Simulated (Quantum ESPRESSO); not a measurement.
pw.x input (Quantum ESPRESSO 7.5; PBEsol, PseudoDojo standard norm-conserving files, scalar-relativistic):

```
&CONTROL
  calculation = 'scf'
  pseudo_dir = './pseudo'
  outdir = './out'
  tprnfor = .true.
  tstress = .true.
/
&SYSTEM
  ibrav = 0
  nat = 8
  ntyp = 4
  ecutwfc = 92.0
  ecutrho = 368.0
  occupations = 'smearing'
  smearing = 'fd'
  degauss = 0.002
  nbnd = 44
/
&ELECTRONS
  conv_thr = 8e-10
/
ATOMIC_SPECIES
O 15.9990 O.upf
Sc 44.9559 Sc.upf
Cu 63.5460 Cu.upf
Ba 137.3270 Ba.upf
CELL_PARAMETERS angstrom
  4.176960000000   0.000000000000   0.000000000000
  0.000000000000   4.176960000000   0.000000000000
  0.000000000000   0.000000000000   8.078860000000
ATOMIC_POSITIONS crystal
O   0.000000000000   0.500000000000   0.000000000000
O   0.500000000000   0.000000000000   0.000000000000
O   0.000000000000   0.000000000000   0.724670000000
O   0.000000000000   0.000000000000   0.275330000000
Sc   0.000000000000   0.000000000000   0.000000000000
Cu   0.000000000000   0.000000000000   0.500000000000
Ba   0.500000000000   0.500000000000   0.767980000000
Ba   0.500000000000   0.500000000000   0.232020000000
K_POINTS automatic
6 6 4 0 0 0
```

End of the output:

```

[...]
     the Fermi energy is     9.4376 ev
!    total energy              =    -720.33960387 Ry
     estimated scf accuracy    <          1.2E-11 Ry
     smearing contrib. (-TS)   =      -0.00000000 Ry
     internal energy E=F+TS    =    -720.33960387 Ry
     The total energy is F=E-TS. E is the sum of the following terms:
     one-electron contribution =    -444.43111326 Ry
     hartree contribution      =     257.80959766 Ry
     xc contribution           =    -121.53838065 Ry
     ewald contribution        =    -412.17970762 Ry
     convergence has been achieved in  18 iterations
     Forces acting on atoms (cartesian axes, Ry/au):
     atom    1 type  1   force =     0.00000000    0.00000000    0.00000000
     atom    2 type  1   force =     0.00000000    0.00000000    0.00000000
     atom    3 type  1   force =     0.00000000    0.00000000   -0.00966431
     atom    4 type  1   force =     0.00000000    0.00000000    0.00966431
     atom    5 type  2   force =     0.00000000    0.00000000    0.00000000
     atom    6 type  3   force =     0.00000000    0.00000000    0.00000000
     atom    7 type  4   force =     0.00000000    0.00000000    0.01504797
     atom    8 type  4   force =     0.00000000    0.00000000   -0.01504797
     Total force =     0.025292     Total SCF correction =     0.000009
     Computing stress (Cartesian axis) and pressure
          total   stress  (Ry/bohr**3)                   (kbar)     P=      -57.93
  -0.00035939   0.00000000   0.00000000          -52.87        0.00        0.00
   0.00000000  -0.00035939   0.00000000            0.00      -52.87        0.00
   0.00000000   0.00000000  -0.00046252            0.00        0.00      -68.04
```
In a gapped system the printed Fermi energy is only some level inside the gap.

Geometry of the Materials Project entry, not relaxed at this level.
